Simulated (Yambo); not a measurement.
How GW settings move the gap: CaCd₂P₂

G0W0@LDA for CaCd2P2 (space group P-3m1, No. 164) in Yambo. Reference settings: 3×3×2 Γ-centred k mesh, bands 10 to 217 and a 8 Ry block in the screening, 217 bands in G with the Bruneval-Gonze terminator, plasmon pole fitted at 27.2 eV. The LDA gap Γ → Γ on this mesh is 0.66 eV; G0W0 gaps are taken between the same points.

```json
[
 {"change from the reference": "reference settings", "G0W0 gap Γ → Γ (eV)": "1.43", "shift of the valence edge (eV)": "-0.57", "rough Yambo cost": "1"},
 {"change from the reference": "58 bands in W, 58 bands in G", "G0W0 gap Γ → Γ (eV)": "1.52", "shift of the valence edge (eV)": "-0.04", "rough Yambo cost": "about 1/4"},
 {"change from the reference": "123 bands in W, 123 bands in G", "G0W0 gap Γ → Γ (eV)": "1.44", "shift of the valence edge (eV)": "-0.43", "rough Yambo cost": "within a factor of two"},
 {"change from the reference": "170 bands in W, 170 bands in G", "G0W0 gap Γ → Γ (eV)": "1.43", "shift of the valence edge (eV)": "-0.51", "rough Yambo cost": "within a factor of two"},
 {"change from the reference": "wavefunctions cut at 50 Ry", "G0W0 gap Γ → Γ (eV)": "1.43", "shift of the valence edge (eV)": "-0.56", "rough Yambo cost": "about 1/2"},
 {"change from the reference": "58 bands in W, 58 bands in G, 3 Ry block", "G0W0 gap Γ → Γ (eV)": "1.45", "shift of the valence edge (eV)": "0.07", "rough Yambo cost": "about 1/6"},
 {"change from the reference": "58 bands in W, 58 bands in G, 5 Ry block", "G0W0 gap Γ → Γ (eV)": "1.51", "shift of the valence edge (eV)": "0.00", "rough Yambo cost": "about 1/5"},
 {"change from the reference": "58 bands in W, 58 bands in G, 6 Ry block", "G0W0 gap Γ → Γ (eV)": "1.52", "shift of the valence edge (eV)": "-0.02", "rough Yambo cost": "about 1/5"},
 {"change from the reference": "86 bands in W, 86 bands in G, 2 Ry block", "G0W0 gap Γ → Γ (eV)": "1.30", "shift of the valence edge (eV)": "0.00", "rough Yambo cost": "about 1/4"},
 {"change from the reference": "123 bands in W, 123 bands in G, 2 Ry block", "G0W0 gap Γ → Γ (eV)": "1.26", "shift of the valence edge (eV)": "-0.06", "rough Yambo cost": "about 1/3"},
 {"change from the reference": "123 bands in W, 123 bands in G, 6 Ry block", "G0W0 gap Γ → Γ (eV)": "1.43", "shift of the valence edge (eV)": "-0.38", "rough Yambo cost": "within a factor of two"},
 {"change from the reference": "3 Ry block", "G0W0 gap Γ → Γ (eV)": "1.30", "shift of the valence edge (eV)": "-0.24", "rough Yambo cost": "within a factor of two"},
 {"change from the reference": "6 Ry block", "G0W0 gap Γ → Γ (eV)": "1.42", "shift of the valence edge (eV)": "-0.50", "rough Yambo cost": "within a factor of two"},
 {"change from the reference": "86 bands in W, 86 bands in G, no terminator", "G0W0 gap Γ → Γ (eV)": "1.42", "shift of the valence edge (eV)": "-0.03", "rough Yambo cost": "about 1/2"},
 {"change from the reference": "3 Ry block, no terminator", "G0W0 gap Γ → Γ (eV)": "1.29", "shift of the valence edge (eV)": "-0.22", "rough Yambo cost": "within a factor of two"}
]
```

The reference isn't shown to be the converged limit. Costs are rough (shared machines), scaled to the same edge states, and given only for runs that recompute the screening.

Spin-orbit splittings are left out.

Geometry of the Materials Project entry, not relaxed at this level; primitive cell a = 4.2923 Å, b = 4.2923 Å, c = 7.0555 Å, α = 90.00°, β = 90.00°, γ = 120.00°.

A shift is the quasiparticle energy of the state minus its LDA energy.
